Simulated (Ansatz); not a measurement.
Where the states of Li lie

```
Li
1.0
     0.00000    2.20200    2.20200
     2.20200    0.00000    2.20200
     2.20200    2.20200    0.00000
Li
1
Direct
  0.00000 0.00000 0.00000
```

The cell is COD entry 9008473, as deposited and not checked against the literature; nothing was relaxed.

The calculation used DFT, LDA, all-electron LAPW, scalar-relativistic (Ansatz 0.2.0).

The runs use a Γ-centred 16×16×16 k mesh, Fermi–Dirac smearing of 0.05 eV, basis error target 0.5 meV/atom, no spin polarisation.

States per eV and cell, averaged over 0.6 eV, from -3.4 to 6.6 eV, with energies (bin centres) from the Fermi level; empty bins are left out. 

| E (eV) | total |
| --- | --- |
| -3.2 | 0.09 |
| -2.6 | 0.20 |
| -2.0 | 0.27 |
| -1.4 | 0.32 |
| -0.8 | 0.38 |
| -0.2 | 0.48 |
| 0.4 | 0.50 |
| 1.0 | 0.44 |
| 1.6 | 0.39 |
| 2.2 | 0.22 |
| 2.8 | 0.17 |
| 3.4 | 0.72 |
| 4.0 | 0.47 |
| 4.6 | 0.46 |
| 5.2 | 0.41 |
| 5.8 | 0.44 |
| 6.4 | 0.55 |
